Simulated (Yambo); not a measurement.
```
CELL_PARAMETERS angstrom
      1.99097    -2.15355     0.00000
      1.99097     2.15355     0.00000
      0.00000     0.00000     5.15593
ATOMIC_POSITIONS crystal
  O  0.50000 0.50000 0.75000
  O  0.50000 0.50000 0.25000
  Cu 0.00000 0.50000 0.50000
  Cu 0.50000 0.00000 0.00000
```

The geometry is that of Materials Project entry mp-1064456, symmetrised and not relaxed again.

Question: Where are the main features of Im ε from RPA with local fields on LDA bands (Yambo; 12×12×6 mesh, 76 bands, 4 Ry local-field block, 0.25 eV broadening; field along z)?

Answer: Peaks at 2.0 eV (11), 4.2 eV (5.1), 5.6 eV (4.3), 10.6 eV (3.0), 16.8 eV (1.8), heights in brackets. Towards the low-energy cut the curve rises above these peaks. Only interband transitions are included: the Drude term is missing, so nothing below about 0.6 eV and no real part is shown. Structure narrower than a few tenths of an eV can come from the finite k mesh. The 3d shell has no Hubbard U; the runs are without spin polarisation, and magnetic order was not tried.

The structure is a Materials Project entry; no match was found in the copy of COD used, and its stability was not checked.
